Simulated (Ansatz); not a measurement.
Relaxed-ion elastic tensor of GaSb (rock salt, space group No. 225) in GPa (Voigt order), PBEsol (plane waves, PAW; program Ansatz); density 6.88 g/cm³, 23.10 Å³ per atom.

|  | 1 | 2 | 3 | 4 | 5 | 6 |
|---|---|---|---|---|---|---|
| 1 | 134 | 30.3 | 30.3 | 0.0 | 0.0 | 0.0 |
| 2 | 30.3 | 134 | 30.3 | 0.0 | 0.0 | 0.0 |
| 3 | 30.3 | 30.3 | 134 | 0.0 | 0.0 | 0.0 |
| 4 | 0.0 | 0.0 | 0.0 | 7.5 | 0.0 | 0.0 |
| 5 | 0.0 | 0.0 | 0.0 | 0.0 | 7.5 | 0.0 |
| 6 | 0.0 | 0.0 | 0.0 | 0.0 | 0.0 | 7.5 |

Is the crystal mechanically stable?

Yes: the smallest eigenvalue of C is 7.5 GPa.

Work out the Voigt, Reuss and Hill averages.

K_V = 64.8, K_R = 64.8, K_H = 64.8; G_V = 25.2, G_R = 11.4, G_H = 18.3 GPa.

Give Young's modulus, Poisson's ratio, Pugh's ratio and the universal anisotropy index.

E = 9KG/(3K + G) = 50.1 GPa; ν = 0.37; K/G = 3.55 (ductile by the Pugh limit of 1.75); A_U = 5G_V/G_R + K_V/K_R − 6 = 6.09.

Estimate the sound speeds and the Debye temperature.

v_l = √((K + 4G/3)/ρ) = 3600 m/s, v_t = √(G/ρ) = 1630 m/s, mean 1840 m/s; Θ = (h/k)(3n/4πV)^(1/3) v_m = 192 K.

Give the Zener ratio and Young's modulus along [100], [110] and [111].

A = 2C44/(C11 − C12) = 0.14; 1/E = S11 − 2(S11 − S12 − S44/2)Γ with Γ = 0, 1/4, 1/3 gives 123, 27.2, 21.6 GPa.

Space group Fm-3m (rock salt). The start of the workflow was typed in or built on a structure type; neither database checked (COD, Materials Project) lists it. It is not the phase usual at ambient conditions (space group No. 216). The PBEsol relaxation kept the symmetry of its start; of distortions, only those at the zone centre were tested. As this level gives no gap, shear constants depend on the k-mesh and smearing (Fermi–Dirac, 0.1 eV here). Spin–orbit coupling is left out wherever it is not named.

Potentials: the later of the program's two PAW sets.
